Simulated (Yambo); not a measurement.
BN (space group Fmm2, No. 42), G0W0@LDA in Yambo; all else as in the reference (6×6×6 Γ-centred k mesh, 71 bands and a 14 Ry block in the screening, 71 bands in G with the Bruneval-Gonze terminator, plasmon pole fitted at 27.2 eV). One parameter is varied: the cutoff of the exchange sum, over 5, 10, 20, 40, 84 Ry.

Task: From which value on does the gap (-0.5, 0.333, -0.167) → (0, -0.5, -0.5) stay within 0.05 eV of the largest setting?

Result: From 40 Ry on.
```csv
cutoff of the exchange sum (Ry),G0W0 gap (eV),valence shift (eV)
5,4.43,0.42
10,5.02,-0.36
20,5.37,-0.81
40,5.48,-0.95
84,5.50,-0.96
```
The last step of the sweep still moves the gap by 15 meV; the other settings are held fixed.

Geometry of the Materials Project entry, not relaxed at this level; primitive cell a = 4.112 Å, b = 2.502 Å, c = 3.713 Å, α = 80.29°, β = 36.85°, γ = 62.86°.

This is not the ordinary phase of the substance; no match was found in the copy of COD used, and its stability was not checked.

A shift is the quasiparticle energy of the state minus its LDA energy.

The distance between layers or molecules is the database entry's, not relaxed here. Functionals without dispersion can leave it too large, which widens gaps and weakens the response across layers: the numbers belong to this cell.
